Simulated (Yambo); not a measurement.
Yambo run on Mg2P2O7 (space group C2/m, No. 12). The wavefunctions are PBEsol (pw.x of Quantum ESPRESSO, ONCV potentials, no spin-orbit coupling) ones on a 2×2×4 mesh (36 occupied bands); a = 5.2437 Å, b = 5.2437 Å, c = 4.4980 Å, α = 98.26°, β = 98.26°, γ = 104.23°.

Yambo input:

```
rim_cut
gw0
dyson
el_el_corr
HF_and_locXC
ppa
em1d
RandQpts= 1000000
RandGvec= 1 Ry
EXXRLvcs= 84 Ry
VXCRLvcs= 336 Ry
Chimod= "HARTREE"
% BndsRnXp
 3 | 230 |
%
NGsBlkXp= 2 Ry
% LongDrXp
 1.0 | 1.0 | 1.0 |
%
PPAPntXp= 27.2114 eV
% GbndRnge
 1 | 230 |
%
GTermKind= "BG"
DysSolver= "n"
ExtendOut
% QPkrange
 1 | 1 | 36 | 37 |
 3 | 3 | 36 | 36 |
%
```

k points by index: 1 = Γ, 3 = (0, 0, -0.5).

The o-*.qp file then holds:

```
#    K-point    Band    Eo [eV]    E [eV]    E-Eo [eV]    Vxc [eV]    Vnlxc [eV]    Sc|Eo [eV]    Sc|E [eV]    dSc/dw|Eo [eV]    Re(Z)    Im(Z)
#
    1    36    -0.256410    -2.086129    -1.829719    -19.99250    -25.83548    3.691123    4.013254    -4.790440    0.850306    -0.894492E-3
    1    37    5.574025    6.668992    1.094967    -12.50601    -7.699167    -3.557341    -3.711881    -3.840260    0.876326    -0.702078E-3
    3    36    0.000000    -1.865597    -1.865597    -19.95550    -25.81151    3.660488    3.990421    -4.812101    0.849731    -0.911621E-3
```
(The two width columns are left out.) Convergence of these settings isn't established.

Geometry of the Materials Project entry, not relaxed at this level.
